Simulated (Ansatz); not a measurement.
MoRu:
```xyz
2
Lattice="0.0000 2.5216 2.5216 2.5216 0.0000 2.5216 2.5216 2.5216 0.0000" Properties=species:S:1:pos:R:3 pbc="T T T"
Ru     0.0000     0.0000     0.0000
Mo     2.5216     2.5216     2.5216
```

Relaxed with PBEsol. Special points in fractions of this cell's reciprocal vectors: Γ (0.000, 0.000, 0.000); X (0.500, 0.000, 0.500); U (0.625, 0.250, 0.625); K (0.375, 0.375, 0.750); L (0.500, 0.500, 0.500); W (0.500, 0.250, 0.750).

Question: List the band energies nearest the Fermi level at these points for PBEsol in the plane-wave PAW code Ansatz.

Answer: In eV from the Fermi level; about four levels below and three above (degenerate sets whole), none deeper than 8.9 eV; points with the same levels are listed once.

```csv
k,below,above
Γ,-5.21 -5.21 -4.70 -4.70 -4.70,2.69 2.69 2.69
X,-3.27 -0.93 -0.93 -0.29,0.77 0.77 2.93
U,-3.49 -3.17 -2.99 -1.50,0.32 0.81 1.50
L,-1.64 -1.64 -1.25 -1.25,0.22 0.22 1.27
W,-3.81 -1.39 -0.88 -0.68,0.70 1.35 1.35
```

Space group Fm-3m (rock salt). The start of the workflow was typed in or built on a structure type; neither database checked (COD, Materials Project) lists it. Whether it is the stable phase at ambient conditions was not checked. The cell was relaxed with PBEsol under the symmetry of its start. At this level the phase is mechanically unstable. No spin polarisation was allowed. Its formation energy is positive at this level, so the cell may be metastable or incomplete. Scalar-relativistic: spin–orbit coupling is off unless named, which matters more the heavier the elements.

Potentials: the earlier of the program's two PAW sets. The files were generated under PBE; for other functionals the program regenerates the frozen cores, and for LDA and PBEsol the local potential too.
